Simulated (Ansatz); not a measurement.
Sc (hcp (Mg type), P6_3/mmc) at seven volumes, DFT-PBE in the program Ansatz with PAW potentials, shape and atoms relaxed at each. One row is withheld.

| V (Å³/atom) | P (GPa) |
|---|---|
| 22.417 | 5.97 |
| 23.156 | 3.71 |
| 23.895 | 1.73 |
| 24.634 | 0.00 |
| 25.373 | ? |
| 26.112 | -2.86 |
| 26.851 | -4.03 |

Problem. Fit the shown pressures and predict the withheld one.

Solution. P = (3/2)B₀(x^(7/2) − x^(5/2))[1 + (3/4)(B′ − 4)(x − 1)] with x = (V₀/V)^(2/3). Least squares on the six rows gives V₀ = 24.633 Å³/atom, B₀ = 54.1 GPa, B′ = 3.37. At V = 25.373, x = 0.9805 and P = -1.52 GPa. The run itself gave -1.52 GPa.

Symmetry was held in the PBE relaxation. No spin polarisation was allowed.

Potentials: the later of the program's two PAW sets.
